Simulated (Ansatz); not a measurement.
## TiH8N2F6: Ti-49 NMR of the central transition

Cell: a structure deposited in the COD, its atoms then relaxed with PBE in this cell.

Space group P-3m1 (No. 164); a = 5.9200, c = 4.7020 Å, γ = 120.00°.

```csv
site,Wyckoff,site symmetry,x,y,z
Ti,1a,-3m.,0.0000,0.0000,0.0000
H2,2d,3m.,0.6667,0.3333,0.9106
H4,6i,.m.,0.7610,0.5220,0.6163
N,2d,3m.,0.6667,0.3333,0.6919
F,6i,.m.,0.3030,0.1515,0.2276
```

One atom of each set is listed.

The numbers come from a DFT calculation in Ansatz (PBE, plane waves and PAW, scalar-relativistic, 420 eV cutoff, Γ-centred 4×4×5 k-points, Fermi–Dirac smearing 0.02 eV).

Ti-49 has I = 7/2 and Q = 247.0 mb (Pyykkö 2018); at 16.4 T its Larmor frequency is ν₀ = 39.4 MHz. Only the quadrupole interaction is simulated: positions count from each site's isotropic chemical shift, and J coupling is left out, as are shift anisotropy and dipolar coupling, which fast spinning averages.

Question: Simulate the second-order pattern (fast magic-angle spinning, Gaussian broadening 0.07 kHz) of site Ti (6 F at 1.89 Å).

Answer: The calculation gives C_Q = 3.47 MHz and η = 0.00, so ν_Q = 0.248 MHz and the centre of gravity lies at -19.7 ppm (-0.777 kHz).

(offset (kHz), height): (-2.021, 0), (-1.962, 1), (-1.902, 4), (-1.843, 5), (-1.783, 5), (-1.724, 5), (-1.664, 5), (-1.605, 5), (-1.545, 6), (-1.485, 6), (-1.426, 6), (-1.366, 6), (-1.307, 7), (-1.247, 34), (-1.188, 79), (-1.128, 57), (-1.069, 45), (-1.009, 40), (-0.950, 37), (-0.890, 36), (-0.831, 35), (-0.771, 35), (-0.712, 35), (-0.652, 37), (-0.593, 38), (-0.533, 41), (-0.474, 46), (-0.414, 54), (-0.355, 76), (-0.295, 100), (-0.236, 27), (-0.176, 0)

An axis of threefold or higher order runs through Ti, so V_zz lies along it and η is zero.
